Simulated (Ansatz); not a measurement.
Space group Pm-3m (No. 221). a = 4.138 Å, b = 4.138 Å, c = 4.138 Å, α = 90.00°, β = 90.00°, γ = 90.00°
| atom | site | symmetry | x | y | z |
| --- | --- | --- | --- | --- | --- |
| In | 1a | m-3m | 0.0000 | 0.0000 | 0.0000 |
| Ag | 3c | 4/mm.m | 0.0000 | 0.5000 | 0.5000 |

Equation of state of this InAg$_{3}$ structure (not necessarily the ground state), with shape and atoms relaxed at each volume where symmetry leaves them free. It has no gap at any of these volumes. Level of theory: Ansatz 0.2.0, DFT PBEsol, scalar-relativistic, plane waves, PAW.

Plane waves to 420 eV, a k mesh through Γ of 10×10×10 on the computed 4-atom cell and Gaussian smearing (0.10 eV); no spin polarisation.

```
V (Å³/atom) E − E(largest V) (meV/atom) P (GPa)
     15.590                        65.42    19.39
     16.121                        12.02    13.01
     16.653                       -22.19     7.79
     17.184                       -40.66     3.49
     17.716                       -46.17    -0.01
     18.247                       -41.22    -2.82
     18.779                       -27.93    -5.08
     19.488                         0.00    -7.44
```

Fit a third-order Birch–Murnaghan equation to E(V).

V0 = 17.72 Å³/atom, B0 = 104 GPa, B0' = 6.0.